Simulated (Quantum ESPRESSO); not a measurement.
# Strain and stress in Al2ZnGeN4

The results below are calculated, not measured. They come from pw.x of Quantum ESPRESSO 7.5, a plane-wave density functional program, with PseudoDojo standard norm-conserving files (v0.5 for PBE, v0.4.1 for LDA and PBEsol). The cells are made up: elements, strain and atom displacements were drawn at random, and nothing was relaxed. There is no spin polarisation, spin-orbit coupling or dispersion term.

The cell has 8 sites of a zincblende or diamond lattice. Sites 1 to 4 hold Al Zn Al Ge; sites 5 to 8 hold N N N N. Cell vectors in Å: (4.663, 0.007, 0.000); (0.007, 4.663, 0.000); (0.000, 0.000, 4.663). Settings: PBE, cutoff 1143 eV, 4 x 4 x 4 k mesh shifted by half a step, Fermi-Dirac smearing of 0.025 eV.

Each run adds a shear xy (given as the tensor component) to one cell, with the atoms carried along; the vectors above are those of run 2. Stress is positive in tension and P is minus a third of its trace. E is the free energy for each atom above the lowest run shown.

| run | strain (%) | s_xx (GPa) | s_yy (GPa) | s_zz (GPa) | s_xy (GPa) | P (GPa) | E (meV/atom) |
| --- | --- | --- | --- | --- | --- | --- | --- |
| 1 | -1.37 | 15.58 | 16.52 | 15.65 | -3.64 | -15.92 | 3.84 |
| 2 | 0.15 | 16.03 | 16.97 | 15.99 | 0.27 | -16.33 | 0.00 |
| 4 | 1.16 | 16.11 | 17.05 | 16.11 | 2.86 | -16.42 | 2.37 |
| 5 | 1.41 | 16.11 | 17.04 | 16.13 | 3.50 | -16.42 | 3.51 |
| 6 | 1.98 | 16.06 | 16.99 | 16.14 | 4.95 | -16.40 | 7.08 |
| 7 | 2.39 | 15.99 | 16.91 | 16.14 | 6.00 | -16.35 | 10.43 |
| 3 | 0.82 | ? | ? | ? | ? | ? | ? |

A rerun of one of these cells at 1437 eV and k mesh 6 x 6 x 6 moved values by no more than 0.003 eV in the cell's energy, 0.02 GPa in stress and 0.002 eV/Å in force.

## Worked fit

A parabola through the six runs shown gives s_xy = -0.11 + 2.57 e - 0.004 e² GPa, with e in per cent and a scatter of 0.01 GPa. The slope is a stiffness of 257 ± 1 GPa for each unit of this strain at e = 0, twice a shear constant under the stress shown, since the tensor component is half the shear angle. The atoms are clamped, and relaxing them would in general lower it. The error is the larger of the fit's own and the change that a cubic makes, rounded up.

## Withheld run

Question: what s_xy should run 3 give?

The fit gives 1.99 GPa. The calculation gave 1.99 GPa.

| run | strain (%) | s_xx (GPa) | s_yy (GPa) | s_zz (GPa) | s_xy (GPa) | P (GPa) | E (meV/atom) |
| --- | --- | --- | --- | --- | --- | --- | --- |
| 3 | 0.82 | 16.10 | 17.04 | 16.08 | 1.99 | -16.41 | 1.14 |